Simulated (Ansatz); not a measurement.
The start is a generated trial cell of Hf in the AFLOW prototype A_cI16_220_c (as in Li). Cell shape, volume and atoms are optimised at zero target pressure with PBE (plane waves to 420 eV, PAW, scalar-relativistic; Ansatz, a first-principles code). First-step values are on the input's coarse k-mesh.

Ansatz input (later rounds restart from its end on a renewed k-mesh):
Ansatz 0.2 input:
```yaml
crystal:
  lattice:
    - [-3.5540947, 3.5540947, 3.5540947]
    - [3.5540947, -3.5540947, 3.5540947]
    - [3.5540947, 3.5540947, -3.5540947]
  atoms:
    - { symbol: Hf, position: [0.402, 0.402, 0.402] }
    - { symbol: Hf, position: [0.5, 0, 0.098] }
    - { symbol: Hf, position: [0, 0.098, 0.5] }
    - { symbol: Hf, position: [0.098, 0.5, 0] }
    - { symbol: Hf, position: [0.902, 0.902, 0.902] }
    - { symbol: Hf, position: [0.5, 0, 0.598] }
    - { symbol: Hf, position: [0, 0.598, 0.5] }
    - { symbol: Hf, position: [0.598, 0.5, 0] }
basis: { ecutwfc: 420, ecutrho_ratio: 4, xc_grid: 2, fft_grid_basis: typed }
kpoints: { mp_grid: { grid: [7, 7, 7] } }
hamiltonian:
  xc: pbe
  dispersion: none
  pseudopotentials: { kind: paw }
scf: { occupations: { method: fermi_dirac, width: 0.05 } }
relax: { f_tol: 0.01, max_steps: 100, cell: { stress_tol: 0.02 } }
output: { forces: true, stress: true }
```

Q: How much energy is released per atom?

A: 0.31 eV/atom.

Q: How do the shortest distances between atoms change?

A: The closest pairs of elements (up to four, under 3.6 Å), start → end: Hf–Hf 2.94 → 3.08 Å.

Q: Is the relaxed structure metallic? Give its gap.

A: No gap (metallic).

The space group stays I-43d (No. 220) (the run could not lower it); the end is AFLOW prototype A_cI16_220_c (as in Li), with 8 atoms in the primitive cell. Final values are on a 9×9×9 k-mesh of the relaxed cell. No spin polarisation in the result.

The run could not lose the symmetry of its start: the end is stationary, and may be a saddle point rather than a minimum.

The relaxed structure here is a generated cell of Hf: the first start was made by placing the elements on the sites of a structure type, and the end was not matched to a known phase here, so it may be hypothetical. Known forms of Hf include space group No. 194.
